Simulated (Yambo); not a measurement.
Yambo run on MgAl$_{2}$C$_{2}$ (space group P-3m1, No. 164). The wavefunctions come from this Quantum ESPRESSO step (PBEsol, PseudoDojo standard norm-conserving files, scalar-relativistic):

```
&CONTROL
  calculation = 'nscf'
  pseudo_dir = './pseudo'
  outdir = './out'
/
&SYSTEM
  ibrav = 0
  nat = 5
  ntyp = 3
  ecutwfc = 84.0
  ecutrho = 336.0
  occupations = 'fixed'
  force_symmorphic = .true.
  nbnd = 109
/
&ELECTRONS
  conv_thr = 5e-09
  diago_full_acc = .true.
  diago_thr_init = 1e-08
/
ATOMIC_SPECIES
C 12.0110 C.upf
Mg 24.3050 Mg.upf
Al 26.9815 Al.upf
CELL_PARAMETERS angstrom
  3.390649985000   0.000000000000   0.000000000000
 -1.695324992000   2.936389022000   0.000000000000
  0.000000000000   0.000000000000   5.823720000000
ATOMIC_POSITIONS crystal
C   0.333333333000   0.666666667000   0.270080000000
C   0.666666667000   0.333333333000   0.729920000000
Mg   0.000000000000   0.000000000000   0.000000000000
Al   0.666666667000   0.333333333000   0.350010000000
Al   0.333333333000   0.666666667000   0.649990000000
K_POINTS automatic
6 6 4 0 0 0
```

Yambo input:

```
rim_cut
gw0
dyson
el_el_corr
HF_and_locXC
ppa
em1d
RandQpts= 1000000
RandGvec= 1 Ry
EXXRLvcs= 84 Ry
VXCRLvcs= 336 Ry
Chimod= "HARTREE"
% BndsRnXp
 5 | 108 |
%
NGsBlkXp= 8 Ry
% LongDrXp
 1.0 | 1.0 | 1.0 |
%
PPAPntXp= 27.2114 eV
% GbndRnge
 1 | 108 |
%
GTermKind= "BG"
DysSolver= "n"
ExtendOut
% QPkrange
 1 | 1 | 12 | 13 |
 3 | 3 | 12 | 13 |
 4 | 4 | 12 | 13 |
 11 | 11 | 12 | 13 |
 21 | 21 | 12 | 13 |
%
```

k points by index: 1 = Γ, 3 = A, 4 = (0, 0.167, 0), 11 = (0, -0.5, 0.25), 21 = H.

The o-*.qp file then holds:

```
#    K-point    Band    Eo [eV]    E [eV]    E-Eo [eV]    Vxc [eV]    Vnlxc [eV]    Sc|Eo [eV]    Sc|E [eV]    dSc/dw|Eo [eV]    Re(Z)    Im(Z)
#
    1    12    -0.162588    -0.597473    -0.434885    -14.03477    -16.55777    1.962664    2.088116    -7.847895    0.776151    -0.001447
    1    13    3.197107    3.570394    0.373288    -12.40363    -7.913926    -4.014729    -4.116415    -7.410229    0.785963    -0.001415
    3    12    -0.363759    -0.825543    -0.461784    -13.86134    -16.48925    2.032688    2.166129    -7.861506    0.775850    -0.001448
    3    13    4.300532    4.666067    0.365535    -11.65168    -6.743790    -4.443789    -4.542356    -7.334709    0.787680    -0.001535
    4    12    0.000000    -0.391192    -0.391192    -13.61215    -15.65172    1.537476    1.648376    -7.712511    0.779160    -0.001427
    4    13    4.033330    4.449557    0.416227    -12.30119    -7.622763    -4.148637    -4.262203    -7.423056    0.785673    -0.957123E-3
    11    12    -1.173176    -1.720697    -0.547521    -13.41786    -16.36657    2.241035    2.401196    -7.958345    0.773714    -0.001381
    11    13    1.770629    2.005149    0.234519    -9.992190    -6.055804    -3.645333    -3.701867    -6.556753    0.805828    -0.001316
    21    12    -1.073344    -1.588249    -0.514906    -13.07302    -15.63239    1.895547    2.044467    -7.868433    0.775696    -0.001489
    21    13    3.435655    3.761334    0.325679    -10.34410    -5.870116    -4.067435    -4.148307    -6.754510    0.801136    -0.001382
```
(The two width columns are left out.) Convergence of these settings isn't established.

Geometry of the Materials Project entry, not relaxed at this level.

The structure is a Materials Project entry; no match was found in the copy of COD used, and its stability was not checked.
